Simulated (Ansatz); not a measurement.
## Relaxing a structure of YCl

The start is a randomly generated symmetric cell of YCl (space group No. 6). The structure is fully relaxed (lattice and positions, P = 0) with PBEsol (plane waves to 420 eV, PAW, scalar-relativistic; Ansatz, an electronic-structure program). First-step values are on the input's coarse k-mesh.

Ansatz input (later rounds restart from its end on a renewed k-mesh):
Ansatz 0.2 input:
```yaml
crystal:
  lattice:
    - [4.7318109, 0, 0]
    - [0, 8.5890707, 0]
    - [-0.6862201, 0, 4.9726641]
  atoms:
    - { symbol: Cl, position: [0.23694281, 0.5, 0.0807397] }
    - { symbol: Cl, position: [0.90696412, 0.74171002, 0.99978042] }
    - { symbol: Cl, position: [0.90696412, 0.25828998, 0.99978042] }
    - { symbol: Y, position: [0.29152433, 0.83449281, 0.89014899] }
    - { symbol: Y, position: [0.29152433, 0.16550719, 0.89014899] }
    - { symbol: Y, position: [0.64071667, 0, 0.74842656] }
basis: { ecutwfc: 420, ecutrho_ratio: 4, xc_grid: 2, fft_grid_basis: typed }
kpoints: { mp_grid: { grid: [5, 3, 5] } }
hamiltonian:
  xc: pbesol
  dispersion: none
  pseudopotentials: { kind: paw }
scf: { occupations: { method: fermi_dirac, width: 0.05 } }
relax: { f_tol: 0.01, max_steps: 100, cell: { stress_tol: 0.02 } }
output: { forces: true, stress: true }
```

### Question
Does the structure survive the relaxation? Give the final space group.

### Answer
The space group goes from Pm (No. 6) to Pmmm (No. 47), with 6 atoms in the primitive cell.

### Question
How much energy is released per atom?

### Answer
About 1.9 eV/atom.

### Question
How does the volume per atom move from start to end?

### Answer
-28.1 %, from 33.68 to 24.23 Å³/atom.

### Question
What band gap does the relaxed structure have at this level?

### Answer
No gap (metallic).

### Question
Write out the relaxed structure.

### Answer

```cif
data_Cl3Y3
_chemical_formula_sum 'Cl3 Y3'
_space_group_name_H-M_alt 'Pmmm'
_space_group_IT_number 47
_space_group_name_Hall '-P 2 2'
_cell_length_a 3.49148
_cell_length_b 5.37467
_cell_length_c 7.74803
_cell_angle_alpha 90.000
_cell_angle_beta 90.000
_cell_angle_gamma 90.000
loop_
_space_group_symop_operation_xyz
  'x, y, z'
  '-x, -y, -z'
  '-x, -y, z'
  'x, y, -z'
  'x, -y, -z'
  '-x, y, z'
  '-x, y, -z'
  'x, -y, z'
loop_
_atom_site_label
_atom_site_type_symbol
_atom_site_symmetry_multiplicity
_atom_site_Wyckoff_symbol
_atom_site_fract_x
_atom_site_fract_y
_atom_site_fract_z
_atom_site_occupancy
Cl1 Cl 1 g 0.00000 0.50000 0.50000 1
Cl2 Cl 2 s 0.50000 0.00000 0.28005 1
Y1 Y 2 t 0.50000 0.50000 0.21728 1
Y2 Y 1 a 0.00000 0.00000 0.00000 1
```

Final values are on a 13×9×6 k-mesh of the relaxed cell. The start holds a very short contact (Y–Cl 2.13 Å). No spin polarisation in the result. No Hubbard U is applied.

The run could not lose the symmetry of its start; a randomly shaken copy of 12 atoms returns to this structure.

The relaxed structure here is a generated cell of YCl: the first start was made by a random draw of sites in a space group, and the end was not matched to a known phase here, so it may be hypothetical.
